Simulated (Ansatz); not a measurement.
**Sn2PbS3 (Cm) at 2 levels of theory**

One geometry, relaxed with PBE; plane waves with PAW potentials in Ansatz, scalar-relativistic. No spin polarisation. Gaps are the least over mesh and band path; pressure is positive in compression.

```cif
data_structure
_symmetry_space_group_name_H-M 'Cm'
_symmetry_Int_Tables_number 8
_cell_length_a 7.2298
_cell_length_b 12.5074
_cell_length_c 4.2075
_cell_angle_alpha 90.000
_cell_angle_beta 124.405
_cell_angle_gamma 90.000
_cell_volume 313.91
loop_
_atom_site_label
_atom_site_type_symbol
_atom_site_symmetry_multiplicity
_atom_site_Wyckoff_symbol
_atom_site_fract_x
_atom_site_fract_y
_atom_site_fract_z
_atom_site_occupancy
Sn1 Sn 4 b 0.33797 0.66551 0.02957 1
Pb1 Pb 2 a 0.34530 0.00000 0.04668 1
S1 S 4 b 0.87987 0.67090 0.60495 1
S2 S 2 a 0.85223 0.00000 0.58387 1
```

| level | cutoff (eV) | k mesh | gap (eV) | pressure (GPa) |
| --- | --- | --- | --- | --- |
| PBE | 420 | 8×8×12 | 0.03 | 0.0 |

**Question.** What comes out on the same cell with r2SCAN?

**Answer.**
```tsv
level	cutoff (eV)	k mesh	gap (eV)	pressure (GPa)
r2SCAN	500	8×8×12	0.14	-1.0
```

Spin-orbit coupling matters for the bands of heavy elements and is left out.

The cell was found from a structure generator's guess, not taken from experiment.
